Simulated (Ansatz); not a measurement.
NaF (Fm-3m): elastic constants by finite strains

Level of theory: PBEsol, all-electron LAPW in Ansatz 0.2.0, scalar-relativistic.

Cell and atoms were relaxed beforehand by PAW with this functional.

Command:

```sh
ansatz run input.yaml --threads 1 --pin off --max-ram 2560MiB --backend cpu --events-out ev --progress --plain --runs-dir out
```

Input:

```yaml
crystal:
  lattice:
    - [0.0, 2.31509989165, 2.31509989165]
    - [2.31509989165, 0.0, 2.31509989165]
    - [2.31509989165, 2.31509989165, 0.0]
  atoms:
    - { symbol: Na, position: [0.0, 0.0, 0.0] }
    - { symbol: F, position: [0.5, 0.5, 0.5] }
kpoints:
  mp_grid: { grid: [10, 10, 10] }
scf:
  occupations: { method: fixed }
hamiltonian:
  xc: pbesol
  pseudopotentials: { kind: all_electron, lapw: { basis_error: 0.001 } }
elastic:
  mode: relaxed_ion
  stencil: two_point
  amplitude: 0.008
```

The program printed:

```
Warning: RAYON_NUM_THREADS=1 ignored (pool sized by the plan → 1); use --threads N
LAPW: plane waves up to 8.542 Å⁻¹, error target 1.0e-3 eV per atom; small_component_spin mean_spin; F in spheres of 1.115 Å, 7 of its electrons in bands, Dirac shells []; Na in spheres of 1.131 Å, 9 of its electrons in bands, ...
Engine: ansatz 0.2.0, aarch64-unknown-linux-gnu
Pseudopotentials: kind: all_electron
Pseudopotential: Na, LAPW, valence charge 9, lapw/all_electron/scalar/gaussian/Na, Koelling and Harmon's equation, gaussian nucleus
Pseudopotential: F, LAPW, valence charge 7, lapw/all_electron/scalar/gaussian/F, Koelling and Harmon's equation, gaussian nucleus
Functional definition: PBEsol
  exchange = pbesol_x
  correlation = pbesol_c
davidson cushion auto → on  (no smearing: the cushion is to keep the highest requested band from converging to the state above it; pin scf.eigensolver.cushion to override)
Crystal: 2 atoms, lattice volume = 24.816 Å³
Basis set: ecut = 277.98869037595136 eV, 259 PW (Γ), exchange–correlation at level 2
Bands: 12, of which v1, the nominal top of the filled ones, is band 8 counted from 1 (7 counted from 0)
Symmetry: 48 space group operations
Space group: Fm-3m (ITA 225), of the structure as read, at distance tolerance 2.9e-5 Å
k-points: 47 of 1000
Non-local potential: Na, projectors of the file, none
Non-local potential: F, projectors of the file, none
Initial density: superposition of atomic densities (chi_scale 0.1, normalization cell, long waves kept (reshape's long-wave potential 0.00 eV rms))
Initial wavefunctions: plane waves of lowest kinetic energy (no species holds an atomic orbital)
Functional: x = pbesol(κ = 0.804, μ = 0.12345679012345678), c = pbesol(β = 0.046)
iter 1 solved again at ethr=5.29e-3 eV; its pass at ethr=1.00e-1 eV (dr2=8.47e-1 eV) is discarded
SCF iter   1: F=—  HF=-7123.825003 eV  |F-HF|=—  |Δ(HF+E_count)|=         —  Δρ=5.17e-2  dr2=8.46e-1  ethr=5.29e-3  ⟨swp⟩=2.0  Hψ=3613  notcnv=0
preconditioner: auto → none  [insulator: Δε(μ)=8.164 eV  Ē_g=26.566 eV  n_scr=8 (ndim 8)  ℏωp=27.9 eV  f_vac=0.000  ε∞_Penn≈2.1]
iter 2 solved again at ethr=2.42e-5 eV; its pass at ethr=5.29e-3 eV (dr2=3.87e-3 eV) is discarded
SCF iter   2: F=—  HF=-7123.169389 eV  |F-HF|=—  |Δ(HF+E_count)|=   6.56e-1  Δρ=6.49e-3  dr2=3.85e-3  ethr=2.42e-5  ⟨swp⟩=3.1  Hψ=3241  notcnv=0
SCF iter   3: F=—  HF=-7123.014890 eV  |F-HF|=—  |Δ(HF+E_count)|=   1.54e-1  Δρ=1.05e-2  dr2=3.68e-2  ethr=2.41e-5  ⟨swp⟩=3.1  Hψ=2101  notcnv=0
SCF iter   4: F=—  HF=-7123.014787 eV  |F-HF|=—  |Δ(HF+E_count)|=         —  Δρ=5.25e-4  dr2=5.03e-5  ethr=2.41e-5  ⟨swp⟩=3.0  Hψ=2023  notcnv=0
the basis was enlarged: its passes take 57.4 KiB over the memory plan, 1 of 1 planned eigensolver slots
SCF iter   5: F=—  HF=-7123.014933 eV  |F-HF|=—  |Δ(HF+E_count)|=   1.46e-4  Δρ=1.76e-4  dr2=7.99e-6  ethr=3.14e-7  ⟨swp⟩=3.9  Hψ=2119  notcnv=0
SCF iter   6: F=—  HF=-7123.014933 eV  |F-HF|=—  |Δ(HF+E_count)|=   3.72e-7  Δρ=1.14e-4  dr2=4.12e-6  ethr=5.00e-8  ⟨swp⟩=3.4  Hψ=1972  notcnv=0
SCF iter   7: F=—  HF=-7123.014932 eV  |F-HF|=—  |Δ(HF+E_count)|=   1.27e-6  Δρ=6.61e-6  dr2=1.21e-8  ethr=2.57e-8  ⟨swp⟩=3.0  Hψ=1881  notcnv=0
[... 52 lines left out ...]
iter 3 solved again at ethr=7.65e-12 eV; its pass at ethr=7.68e-9 eV (dr2=1.22e-9 eV) is discarded
SCF iter   3: F=—  HF=-7123.014797 eV  |F-HF|=—  |Δ(HF+E_count)|=   1.72e-6  Δρ=3.04e-6  dr2=1.22e-9  ethr=7.65e-12  ⟨swp⟩=3.5  Hψ=13163  notcnv=0
SCF iter   4: F=—  HF=-7123.014797 eV  |F-HF|=—  |Δ(HF+E_count)|=   3.92e-9  Δρ=1.78e-6  dr2=8.52e-10  ethr=7.60e-12  ⟨swp⟩=3.6  Hψ=7500  notcnv=0
SCF iter   5: F=—  HF=-7123.014797 eV  |F-HF|=—  |Δ(HF+E_count)|=   2.65e-9  Δρ=1.82e-7  dr2=2.48e-12  ethr=5.32e-12  ⟨swp⟩=3.0  Hψ=7044  notcnv=0
SCF iter   6: F=—  HF=-7123.014797 eV  |F-HF|=—  |Δ(HF+E_count)|=  1.46e-11  Δρ=9.37e-8  dr2=5.52e-13  ethr=1.00e-12  ⟨swp⟩=2.7  Hψ=6288  notcnv=0
SCF iter   7: F=-7123.014797 eV  HF=-7123.014797 eV  |F-HF|=3.73e-11  |Δ(HF+E_count)|=  6.37e-11  Δρ=2.64e-8  dr2=4.24e-14  ethr=1.00e-12  ⟨swp⟩=2.0  Hψ=6162  notcnv=0
SCF 5 converged in 7 iterations: F = -7123.014797 eV  dr2 = 4.24e-14
SCF converged after 9 iterations
Free energy (F): -7123.014932 eV
Harris-Foulkes:  -7123.014932 eV  (|F-HF|=8.19e-12)
Internal energy: -7123.014932 eV  (E = F + TS)
E sigma→0 (E₀):  -7123.014932 eV
Fermi energy:    0.737517 eV
--- Per-component energies (eV) ---
  E_band       = -236.360474
  E_kinetic    = 7121.035280
  E_xc         = -656.898557
  E_electrostatic = -13587.151655  (all electrons and nuclei)
  E_smearing   = -0.000000  (= −TS)
  E_closure    = 0.000000  (closes the sum)
  Σ components = -7123.014932   (vs F -7123.014932, Δ=0.00e0)
  Basis errors (estimates in eV, not in F): energy 4.3e-4 per atom: plane waves 3.9e-4 (2.1e-4 summed), levels above the bands 0.0e0, relativity 3.6e-8, radial functions 4.2e-5, core shells 2.0e-8; eigenvalues (radial functions ...
--- Forces (eV/Å), atoms counted from 1 ---
  atom   1  Na    -0.00000000     0.00000000     0.00000000
  atom   2  F      0.00000000    -0.00000000    -0.00000000
  max |Σ_I F_I| component: 3.09e-30 eV/Å
--- Stress (GPa, compression-positive) ---
       -0.016592      -0.000000      -0.000000
       -0.000000      -0.016592      -0.000000
       -0.000000      -0.000000      -0.016592
  P = ⅓ Tr σ = -0.0166 GPa (-0.166 kbar)
--- Elastic constants: 2 strain directions × 2 members + reference (group order 48) ---
  dense FFT box of the reference and of every strained cell: 18×18×18
  strains applied: 11, 23; error gains: componentwise 1.00 (the most a stress slope's error grows in a printed constant), spectral 1.73 (1 for all six strains in a standard setting)
  C = ∂σ_k/∂η_j (tension-positive GPa; Voigt order 11 22 33 23 13 12):
       101.521     21.871     21.871     -0.000     -0.000     -0.000
        21.871    101.521     21.871     -0.000     -0.000      0.000
        21.871     21.871    101.521     -0.000     -0.000     -0.000
        -0.000      0.000      0.000     27.266      0.000     -0.000
         0.000     -0.000      0.000     -0.000     27.266     -0.000
         0.000     -0.000     -0.000     -0.000     -0.000     27.266
  reference stress σ⁰ (GPa):      0.017      0.017      0.017      0.000      0.000      0.000
  no Pulay correction (none for the plane-wave cutoff is built on LAPW): the batch's stresses and constants are at fixed plane waves
  C* (energy form; C + prestress term) asymmetry max|C*_kj − C*_jk| = 3.553e-15 GPa — a small one proves nothing (zero by symmetry where the batch's group is 432, −43m or m−3m); a large one is finite-difference/SCF noise where ...
  moduli (Voigt/Reuss/Hill, GPa): K = 48.42/48.42/48.42   G = 32.29/31.20/31.75   E = 78.16   ν = 0.231
  mechanically stable: yes (min eigenvalue of sym C = 27.27 GPa)
  where every solve meets its electron count the energy-path curvature estimates C_jj along a normal strain and C_jj − ¼(σ⁰_aa + σ⁰_bb) along a shear (ab), closely only under elastic.basis: deformed
  strain η (Voigt 11):  stress-route row diagonal C_11 = 101.52 GPa, energy-path curvature d²(F+E_count)/dδ²/Ω₀ = 101.44 GPa
         δ    σ_11 (GPa)             F (eV)   n_scf  n_hpsi   n_pw
    -8.000e-3      -0.8397       -7123.0144315       7   38092    274   relax 0 steps, max|allowed force component| 5.32e-30 eV/Å
     8.000e-3       0.7846       -7123.0144272       8   41458    274   relax 0 steps, max|allowed force component| 1.23e-30 eV/Å
  strain η (Voigt 23):  stress-route row diagonal C_44 = 27.27 GPa, energy-path curvature d²(F+E_count)/dδ²/Ω₀ = 27.25 GPa
         δ    σ_23 (GPa)             F (eV)   n_scf  n_hpsi   n_pw
    -8.000e-3      -0.2181       -7123.0147971       7   66729    274   relax 0 steps, max|allowed force component| 3.25e-30 eV/Å
     8.000e-3       0.2181       -7123.0147971       7   66718    274   relax 0 steps, max|allowed force component| 5.52e-30 eV/Å
```

Self-consistency was reached.

**Elastic constants**

Elastic constants of a crystal by Kohn-Sham DFT: slopes of the stress over finite engineering strains of the given cell, Voigt indices, Cartesian axes as in the input.

```json
{
  "Pressure at rest": "-0.017 GPa",
  "Least elastic eigenvalue": "27.27 GPa",
  "Elastically stable": "yes"
}
```

```csv
index,elastic (GPa)
11,101.5
12,21.87
44,27.27
```

Strained cells:

Stress of each strained cell less that at rest, tension positive.

```
strain component  strain  stress xx (GPa)  stress yy (GPa)  stress zz (GPa)  stress yz (GPa)  stress xz (GPa)  stress xy (GPa)  relaxation steps
              xx  -0.008          -0.8563          -0.1779          -0.1779                0                0                0                 0
              xx   0.008            0.768           0.1721           0.1721                0                0                0                 0
              yz  -0.008           0.0016          -0.0009          -0.0009          -0.2181                0                0                 0
              yz   0.008           0.0016          -0.0009          -0.0009           0.2181                0                0                 0
```

### Elastic moduli

Hill averages of a grain aggregate, Debye temperature from the mean sound speed over directions.

```
Bulk modulus                     : 48.42 GPa
Shear modulus                    : 31.75 GPa
Young modulus                    : 78.16 GPa
Poisson ratio                    : 0.231
Bulk over shear modulus          : 1.525
Elastic anisotropy index         : 0.1743
Least young modulus              : 68.87 GPa
Largest young modulus            : 93.77 GPa
Longitudinal sound speed         : 5683 m/s
Transverse sound speed           : 3361 m/s
Elastic debye temperature        : 477.3 K
Linear compressibility (x, y, z) : 6.884, 6.884, 6.884 1/TPa
Zener ratio                      : 0.6846
Cauchy pressure                  : -5.39 GPa
```

Cost: 49 s on 1 thread of Arm Neoverse V1, on a shared host, peak memory 0.43 GiB.
